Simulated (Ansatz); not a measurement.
A plane-wave run on NiO

The input, for Ansatz 0.2.0 (plane waves, PAW):

```yaml
crystal:
  lattice:
    - [0.0, 2.094907, 2.094907]
    - [2.094907, 0.0, 2.094907]
    - [2.094907, 2.094907, 0.0]
  atoms:
    - { symbol: Ni, position: [0.0, 0.0, 0.0], spin: 2, spin_axis: [0.0, 0.70711, 0.70711] }
    - { symbol: O, position: [0.5, 0.5, 0.5] }
kpoints:
  mp_grid: { grid: [9, 9, 9], shift: [0, 0, 0] }
  band_path:
    path:
      - [0.0, 0.0, 0.0]
      - [0.5, 0.0, 0.5]
      - [0.625, 0.25, 0.625]
      - [0.375, 0.375, 0.75]
      - [0.0, 0.0, 0.0]
      - [0.5, 0.5, 0.5]
      - [0.5, 0.25, 0.75]
      - [0.5, 0.0, 0.5]
    npoints: 10
magnetization:
  noncollinear: true
  spin_orbit: true
scf:
  occupations: { method: fermi_dirac, width: 0.0989 }
  lower_state_search: "off"
  max_iter: 200
hamiltonian:
  pseudopotentials: { kind: paw_fr }
  xc: pbesol
  hubbard:
    projectors: all-electron-ortho-atomic
    sites: [{ species: Ni, l: d, u_eff: 1.56 }]
basis:
  ecutwfc: 420
  fft_grid_basis: typed
output:
  forces: true
  stress: true
  eigenvalues: true
  bader: true
  populations: true
  elf: true
  write_potential: true
  volumetric_format: npy
  dos:
    e_range: [-12, 8]
    de: 0.05
    projected: { site_lists: { Ni: [Ni], O: [O] } }
    method: { smearing: { sigma: 0.1, scheme: gaussian } }
checkpoint:
  read: saved_state
```

Run as

```sh
ansatz run input.yaml --threads 2 --pin off --max-ram 5120MiB --backend cpu --events-out ev --progress --plain --runs-dir out
```

The saved state is an earlier solution for the same cell, perhaps on another mesh. Magnetic state (reached from a saved solution, and it need not be the lowest): Ni1 along (0.00, 0.71, 0.71), O2 along (0.00, 0.71, 0.71).

Excerpt of what it printed:

```
Warning: output.stress: scf.convergence.dr2_threshold = 1e-7 eV (the SCF's general default) is looser than the 2e-10 eV advised for a printed stress (1e-10 eV for each atom of the cell: 2).
Ni: projections on atomic orbitals take those of the free atom [Ne] 3s2 3p6 3d8 4s2, of charge +0.00 (hamiltonian.pseudopotentials.projection_atoms); the dataset's partial waves leave at most 2.0e-9 of an orbital's norm unspanned inside its sphere
O: projections on atomic orbitals take those of the free atom [He] 2s2 2p4, of charge +0.00 (hamiltonian.pseudopotentials.projection_atoms); the dataset's partial waves leave at most 1.5e-11 of an orbital's norm unspanned inside its sphere
Pseudopotentials: kind: paw_fr
Pseudopotential: Ni, paw_fr, valence charge 18, recommended cutoff 420 eV (normal), Ni.paw.azcp#standard-fr
Pseudopotential: O, paw_fr, valence charge 6, recommended cutoff 420 eV (normal), O.paw.azcp#standard-fr
Functional definition: PBEsol
  exchange = pbesol_x
  correlation = pbesol_c
Crystal: 2 atoms, lattice volume = 18.388 Å³
Basis set: ecut = 420 eV, 339 PW (Γ), exchange–correlation on 40×40×40 points (8 copies of the dense FFT grid, shifted against one another)
Bands: 32, of which v1, the nominal top of the filled ones, is band 24 counted from 1 (23 counted from 0)
Symmetry: 4 space group operations + 4 with time reversal
Magnetic group: BNS 71.536 (UNI 634), of the structure as read, at distance tolerance 2.6e-5 Å
k-points: 125 of 729 (time reversal used)
Initial density: read from a saved state, or passed on in memory by an earlier SCF of this step, an earlier step, the calling program or the single point that the run made first
Starting moments: Σ|m| = 2 μB on 1 of 2 sites; this step starts from the density that it was given
Functional: x = pbesol(κ = 0.804, μ = 0.1235), c = pbesol(β = 0.046)
SCF iter   1: F=—  Δρ=3.95e-2  dr2=1.99e-2  dr2_m=8.89e-2  |M|=1.96e0 ∫|m|=1.98e0 μB mc-row=1.1e-3
SCF iter   2: F=—  Δρ=2.72e-2  dr2=9.78e-3  dr2_m=9.03e-4  |M|=1.95e0 ∫|m|=1.96e0 μB mc-row=0.0e0
SCF iter   3: F=—  Δρ=1.92e-2  dr2=4.23e-3  dr2_m=2.53e-4  |M|=1.95e0 ∫|m|=1.97e0 μB mc-row=0.0e0
SCF iter   4: F=—  Δρ=2.38e-3  dr2=2.33e-4  dr2_m=1.33e-4  |M|=1.95e0 ∫|m|=1.96e0 μB mc-row=0.0e0
SCF iter   5: F=—  Δρ=8.63e-4  dr2=5.78e-5  dr2_m=5.56e-5  |M|=1.95e0 ∫|m|=1.96e0 μB mc-row=0.0e0
SCF iter   6: F=—  Δρ=5.59e-4  dr2=3.19e-5  dr2_m=3.59e-5  |M|=1.95e0 ∫|m|=1.96e0 μB mc-row=0.0e0
SCF iter   7: F=—  Δρ=3.96e-4  dr2=7.41e-6  dr2_m=1.80e-5  |M|=1.95e0 ∫|m|=1.96e0 μB mc-row=0.0e0
SCF iter   8: F=—  Δρ=2.63e-4  dr2=1.05e-8  dr2_m=8.17e-6  |M|=1.95e0 ∫|m|=1.96e0 μB mc-row=0.0e0
SCF iter   9: F=—  Δρ=1.97e-4  dr2=2.47e-8  dr2_m=4.42e-6  |M|=1.95e0 ∫|m|=1.96e0 μB mc-row=0.0e0
SCF iter  10: F=—  Δρ=1.29e-4  dr2=2.35e-6  dr2_m=1.54e-7  |M|=1.95e0 ∫|m|=1.96e0 μB mc-row=0.0e0
SCF iter  11: F=-6364.2058 eV  Δρ=2.24e-5  dr2=3.91e-8  dr2_m=4.53e-8  |M|=1.95e0 ∫|m|=1.96e0 μB mc-row=0.0e0
SCF iter  12: F=-6364.2058 eV  Δρ=8.43e-6  dr2=7.67e-9  dr2_m=3.59e-9  |M|=1.95e0 ∫|m|=1.96e0 μB mc-row=0.0e0
Magnetization: |M| = 1.9510 μB,  M = (+0.0000, +1.3796, +1.3796) μB
Absolute magnetization: 1.9634 μB (∫|m|, with the PAW one-centre terms)
  site 0: m = ( 0.0000, +1.1148, +1.1148) μB, |m| = 1.5766 μB  (R = 0.86 Å)
  site 1: m = (+0.0000, +0.2213, +0.2213) μB, |m| = 0.3129 μB  (R = 0.86 Å)
Free energy (F): -6364.2058 eV
Harris-Foulkes:  -6364.2058 eV  (|F-HF|=4.23e-9)
Internal energy: -6364.1955 eV  (E = F + TS)
E sigma→0 (E₀):  -6364.2007 eV
Entropy (-TS):   -0.0103 eV (-5.135 meV/atom)
Fermi energy:    14.0076 eV
--- Per-component energies (eV) ---
  E_band       = -340.7312
  E_kinetic    = 450.3858
  E_local      = -4008.5486  (includes V_loc(G=0)·N_el)
  E_nonlocal   = 692.7196
  E_hartree    = 1646.4292
  E_xc         = -154.4231
  E_vxc        = -199.0255  (∫ρ·V_xc dr)
  E_hubbard    = 0.2969  (on-site DFT+U / exact-exchange correction)
  E_vhub       = -5.9399  (the Hubbard potential's part of the band-sum identity)
  E_paw        = -1750.4844  (= ΣΔE_a)
  E_vpaw       = -563.1873  (= ΣTr[D̂ρ^β])
  E_aug_tail   = 0.0028  (compensation charges beyond the density's cutoff)
  E_ewald      = -3240.8075
  E_core_change = 0.2337  (= ΣΔE_core)
  E_smearing   = -0.0103  (= −TS)
--- Stress (GPa, compression-positive) ---
       -2.9851       0.0000       0.0000
        0.0000      -2.9914      -0.0034
        0.0000      -0.0034      -2.9914
  P = ⅓ Tr σ = -2.9893 GPa (-29.893 kbar)
--- Bader charges: 2 sites ---
  site symbol  charge [e]  shift [e]  m_x [muB]  m_y [muB]  m_z [muB]
     0     Ni      1.1685     0.0035     0.0000     1.1429     1.1429
     1      O     -1.1685     0.0035     0.0000     0.2368     0.2368
```

Total energies depend on the potentials used, so only differences within one code and one set of settings carry meaning.

Origin: a database entry at a rescaled volume. Caveats: the SCF threshold is loose for a stress.
